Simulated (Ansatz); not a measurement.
Ag: tetragonal deformation path

Computed with DFT r2SCAN, scalar-relativistic, plane waves, PAW in Ansatz 0.2.0. The runs took a 500 eV cutoff, a Γ-centred 28×28×28 mesh and Gaussian smearing (0.15 eV). No spin polarisation. Energies are free energies at this smearing, counted from the undisturbed cell; pressure is positive in compression.

Zero of the scan (relaxed at this level):

```yaml
crystal:
  lattice:
    - [0.00000, 2.05208, 2.05208]
    - [2.05208, 0.00000, 2.05208]
    - [2.05208, 2.05208, 0.00000]
  atoms:
    - { symbol: Ag, position: [0.00000, 0.00000, 0.00000] }
```

At fixed volume and fractional coordinates, lengths along (0.000, 0.000, 1.000) are scaled against those across it; ρ is that ratio over its starting value. The cell is metallic on the mesh throughout. At ρ = 0.707 the cell becomes cubic (Im-3m), and there the slope of the energy vanishes by symmetry.

| ρ | ΔE (meV/atom) |
| --- | --- |
| 0.707 | 33.3 |
| 0.780 | 28.3 |
| 0.850 | 17.3 |
| 1.000 | 0.0 |
| 1.200 | 58.1 |
| 1.300 | 138.5 |
| 1.414 | 280.0 |

(1) Predict the pressure (GPa) at each point.

Answers

(1)
| ρ | pressure (GPa) |
| --- | --- |
| 0.707 | 0.9 |
| 0.780 | 0.7 |
| 0.850 | 0.5 |
| 1.000 | 0.0 |
| 1.200 | 1.8 |
| 1.300 | 4.4 |
| 1.414 | 9.2 |